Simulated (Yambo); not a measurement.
Material: MgO (rock salt, space group Fm-3m, No. 225); a = 2.9414 Å, b = 2.9414 Å, c = 2.9414 Å, α = 60.00°, β = 60.00°, γ = 60.00° (2 atoms in the cell). Cell and atoms were relaxed with LDA from Materials Project entry mp-1265, within its symmetry.

With LDA (pw.x of Quantum ESPRESSO, ONCV potentials, scalar-relativistic), the gap between the mesh's edge points (Γ → Γ) is 5.065 eV.

Task: Estimate the G0W0 gap between the same points from Yambo (6×6×6 Γ-centred k mesh, bands 2 to 71 and a 14 Ry block in the screening, 71 bands in G with the Bruneval-Gonze terminator, plasmon pole fitted at 27.2 eV).

Result: The correction is 2.814 eV, giving 7.880 eV, 1.6 times the LDA value.  Nearest settings tried, and what they do to the gap: 54 bands in W, 54 bands in G: +5 meV; 11 Ry block (89 vectors against 137): -78 meV; 8×8×8 mesh: -7 meV. So the settings aren't converged at that level.
